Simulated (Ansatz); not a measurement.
# KF with Na replacing K: gradients before and after relaxing the atoms

Start: a supercell of KF (rock salt type, Fm-3m) built from a Materials Project structure (computed, not necessarily an observed phase), with all atoms left at the host's positions.

```
Na K F
1.0
     0.00000    7.96324    7.96324
     7.96324    0.00000    7.96324
     7.96324    7.96324    0.00000
Na K F
1 26 27
Direct
  0.00000 0.00000 0.00000
  0.00000 0.00000 0.33333
  0.00000 0.00000 0.66667
  0.00000 0.33333 0.00000
  0.00000 0.33333 0.33333
  0.00000 0.33333 0.66667
  0.00000 0.66667 0.00000
  0.00000 0.66667 0.33333
  0.00000 0.66667 0.66667
  0.33333 0.00000 0.00000
  0.33333 0.00000 0.33333
  0.33333 0.00000 0.66667
  0.33333 0.33333 0.00000
  0.33333 0.33333 0.33333
  0.33333 0.33333 0.66667
  0.33333 0.66667 0.00000
  0.33333 0.66667 0.33333
  0.33333 0.66667 0.66667
  0.66667 0.00000 0.00000
  0.66667 0.00000 0.33333
  0.66667 0.00000 0.66667
  0.66667 0.33333 0.00000
  0.66667 0.33333 0.33333
  0.66667 0.33333 0.66667
  0.66667 0.66667 0.00000
  0.66667 0.66667 0.33333
  0.66667 0.66667 0.66667
  0.16667 0.16667 0.16667
  0.16667 0.16667 0.50000
  0.16667 0.16667 0.83333
  0.16667 0.50000 0.16667
  0.16667 0.50000 0.50000
  0.16667 0.50000 0.83333
  0.16667 0.83333 0.16667
  0.16667 0.83333 0.50000
  0.16667 0.83333 0.83333
  0.50000 0.16667 0.16667
  0.50000 0.16667 0.50000
  0.50000 0.16667 0.83333
  0.50000 0.50000 0.16667
  0.50000 0.50000 0.50000
  0.50000 0.50000 0.83333
  0.50000 0.83333 0.16667
  0.50000 0.83333 0.50000
  0.50000 0.83333 0.83333
  0.83333 0.16667 0.16667
  0.83333 0.16667 0.50000
  0.83333 0.16667 0.83333
  0.83333 0.50000 0.16667
  0.83333 0.50000 0.50000
  0.83333 0.50000 0.83333
  0.83333 0.83333 0.16667
  0.83333 0.83333 0.50000
  0.83333 0.83333 0.83333
```

Atoms are numbered from 1 in the order listed; like atoms form one site, named after its first atom.

Method: Kohn–Sham DFT in Ansatz, PBE, plane waves and PAW, scalar-relativistic, 420 eV cutoff, Γ-centred 2×2×2 k-points, Fermi–Dirac smearing 0.01 eV.

The largest force at the start is 0.36 eV/Å. Relaxing the ions at fixed cell moves them by 0.147 Å at most (atom 34, F) and 0.052 Å rms.

| site | atom | moved (Å) | first shell before | first shell after | V_zz before (10²¹ V/m²) | η before |
| --- | --- | --- | --- | --- | --- | --- |
| Na | 1 | 0.000 | 6 F at 2.65 Å | 6 F at 2.51 Å | 0.00 | – |
| K2 | 2 | 0.029 | 6 F at 2.65 Å | 6 F at 2.64–2.68 Å | 0.050 | 0.85 |
| K15 | 15 | 0.023 | 6 F at 2.65 Å | 6 F at 2.65–2.78 Å | 0.050 | 0.00 |
| F28 | 28 | 0.002 | 6 K at 2.65 Å | 6 K at 2.65–2.66 Å | -0.014 | 0.00 |
| F30 | 30 | 0.147 | 5 K at 2.65 Å, 1 Na at 2.65 Å | 1 Na at 2.51 Å, 5 K at 2.64–2.78 Å | 1.25 | 0.00 |
| F32 | 32 | 0.005 | 6 K at 2.65 Å | 6 K at 2.65–2.68 Å | 0.008 | 0.33 |

(1) How do the gradients change?

Answers

(1) 

```tsv
site	atom	V_zz after	η after	change of V_zz
Na	1	0.00	–	0.00
K2	2	-0.59	0.94	–
K15	15	0.76	0.00	+0.71
F28	28	-0.063	0.00	-0.05
F30	30	1.14	0.00	-0.11
F32	32	0.17	0.09	+0.16
```

The largest change of V_zz along a kept axis is on K15, from 0.050 to 0.76. In per cent, |V_zz| changes by -9 on F (all sites that start above 0.5). On K2 the largest principal value lies along another axis in the second run, so the two V_zz can't be compared directly. Other sites with |V_zz| of 0.02 or less aren't listed.

The defect repeats with the cell of 54 atoms, so it feels its images: sites between two images don't show the values beside a lone defect, and zeros or small values of η there can come from the images' arrangement.
Before: The neighbours have not yet relaxed around the defect (largest force 0.36 eV/Å), so a real crystal will differ.
After: The relaxation keeps the site symmetry m-3m of the start, so the impurity can't leave its site; a start off the site could end lower.
